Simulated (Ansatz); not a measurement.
Si2Ni:
```yaml
crystal:
  lattice:
    - [0.00000, 2.69414, 2.69414]
    - [2.69414, 0.00000, 2.69414]
    - [2.69414, 2.69414, 0.00000]
  atoms:
    - { symbol: Si, position: [0.25000, 0.25000, 0.25000] }
    - { symbol: Si, position: [0.75000, 0.75000, 0.75000] }
    - { symbol: Ni, position: [0.00000, 0.00000, 0.00000] }
```

Relaxed with PBEsol. Special points in fractions of this cell's reciprocal vectors: Γ (0.000, 0.000, 0.000); X (0.500, 0.000, 0.500); U (0.625, 0.250, 0.625); K (0.375, 0.375, 0.750); L (0.500, 0.500, 0.500); W (0.500, 0.250, 0.750).

Q: List the band energies nearest the Fermi level at these points for PBEsol (plane waves, PAW; program Ansatz).

A: In eV from the Fermi level; about four levels below and three above (degenerate sets whole), none deeper than 8.9 eV; points with the same levels are listed once.

```
k                                below                above
-  -----------------------------------  -------------------
Γ  -5.30 -5.30 -5.30 -3.58 -3.58 -0.22       1.73 1.73 1.73
X        -3.68 -3.68 -3.52 -3.16 -0.39  1.32 7.73 8.36 8.36
U              -3.87 -3.49 -2.97 -2.68       0.21 3.60 4.71
L              -3.39 -3.39 -1.49 -1.49       1.74 1.82 1.82
W        -3.80 -3.80 -3.68 -3.23 -2.47       2.25 2.25 4.56
```

Space group Fm-3m (fluorite or antifluorite type). The cell was relaxed with PBEsol under the symmetry of its start. No spin polarisation was allowed.

Potentials: the earlier of the program's two PAW sets. The files were generated under PBE; for other functionals the program regenerates the frozen cores, and for LDA and PBEsol the local potential too.
